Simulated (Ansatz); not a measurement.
A geometry of WS2 away from equilibrium: step 2 of the relaxation of a relaxed WS2 cell, doubled along one cell vector, shaken by Gaussian noise of σ = 0.08 Å a coordinate. Calculation: r2SCAN (plane waves to 500 eV, PAW, scalar-relativistic; Ansatz, an electronic-structure program). Γ-centred k-mesh 4×8×2 on the run's cell (coarser than for final values), Fermi–Dirac smearing 0.05 eV.

```
CELL_PARAMETERS angstrom
      6.31280     0.05837     0.03890
     -1.55293     2.74410    -0.02249
      0.07986    -0.06053    13.17203
ATOMIC_POSITIONS crystal
  W  0.17109 0.68041 0.25409
  W  0.66970 0.68557 0.25406
  W  0.33155 0.35292 0.74774
  W  0.81774 0.33551 0.74656
  S  0.15831 0.66873 0.62875
  S  0.66473 0.67554 0.62529
  S  0.34100 0.34089 0.13479
  S  0.84078 0.33818 0.13385
  S  0.34310 0.35892 0.37015
  S  0.83564 0.35525 0.37153
  S  0.15459 0.66914 0.86771
  S  0.66135 0.68466 0.87067
```

Problem. Which atoms carry the largest force, and which way does it point?

Solution. 1.18 eV/Å, on W4 (atoms numbered as listed); on W4 its components are (0.95, 0.35, 0.60).

Problem. What is the pressure?

Solution. -0.5 GPa, compression positive.

Problem. How far above the relaxed end point is this geometry?

Solution. 0.01 eV/atom; the path ends in P6₃/mmc (No. 194) (AFLOW prototype AB2_hP6_194_c_f (C7, as in MoS2)).

No spin polarisation in the result. Without a van der Waals term the distances between weakly bound units are poorly fixed.
